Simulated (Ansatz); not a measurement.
CaO₂ in space group I4/mmm (No. 139; Ca on 2b, O on 4e), DFT-PBEsol in the program Ansatz with PAW potentials. The conduction-band minimum lies on the Γ–M line, 70 % of the way from Γ, with 2 equivalent valleys. Second derivatives d²E/dk² of the lowest band at one valley (eV·Å²), along Cartesian directions:

| direction | d²E/dk² |
|---|---|
| [100] | 3.020 |
| [010] | 3.020 |
| [001] | 10.47 |
| [110] | 3.020 |
| [101] | 6.748 |
| [011] | 6.748 |

### Question
Find the principal effective masses, the density-of-states mass and the conductivity mass.

### Answer
Off-diagonal terms follow from H_xy = H[110] − (H_xx + H_yy)/2, and m*/mₑ = 7.620 eV·Å² over each eigenvalue: 0.73, 2.5, 2.5. One valley's DOS mass (m₁m₂m₃)^(1/3) = 1.7, conductivity mass 3/(Σ 1/mᵢ) = 1.4 mₑ.

### Question
What effective density of states Nc follows at 300 K for parabolic valleys?

### Answer
Nc = 2.509e19 × 2 × (1.7)^(3/2) ≈ 1.1e20 cm⁻³.

The first step of the workflow began from a Materials Project structure, measured or hypothetical; the Crystallography Open Database copy checked does not list it. Whether it is the stable phase at ambient conditions was not checked. The PBEsol relaxation kept the symmetry of its start. At this level the phase is dynamically unstable (imaginary phonons).

Potentials: the later of the program's two PAW sets.

Edges and masses are those of Kohn–Sham bands, whose gap is no quasiparticle gap.
